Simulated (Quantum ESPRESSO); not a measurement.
Parts of the isotropic shielding in BaO, by PBE GIPAW on JTH datasets (Quantum ESPRESSO, modified build), 22.5 Ha, k-mesh 6×6×6 shifted:

```
CELL_PARAMETERS angstrom
      0.00000     2.79039     2.79039
      2.79039     0.00000     2.79039
      2.79039     2.79039     0.00000
ATOMIC_POSITIONS crystal
  Ba 0.00000 0.00000 0.00000
  O  0.50000 0.50000 0.50000
```
Geometry: a computed entry of the Materials Project; it was not checked against measured cells. It is BaO in Fm-3m. Stability against distortions was not tested.

The core term is that of the free atom's frozen core; the paramagnetic column sums the reconstruction terms. Shieldings are absolute and leave out the bulk-susceptibility term; a larger σ means a smaller chemical shift. By our sweeps, such settings leave a few ppm in absolute σ on light atoms and up to some 20 ppm from Zn on. Spin–orbit coupling is left out; its weight grows with the heaviest atom, Ba here.

```tsv
site	core	bare (smooth current)	diamagnetic correction	paramagnetic corrections	σ_iso (ppm)
Ba (atom 1)	6129.8	83.5	-43.9	(withheld)	(withheld)
O (atom 2)	271.1	-110.2	25.4	(withheld)	(withheld)
```

Q: Some entries are withheld; supply them.

A: 
- Ba (atom 1), paramagnetic corrections: -1719.5
- Ba (atom 1), σ_iso (ppm): 4449.9
- O (atom 2), paramagnetic corrections: -644.8
- O (atom 2), σ_iso (ppm): -458.5
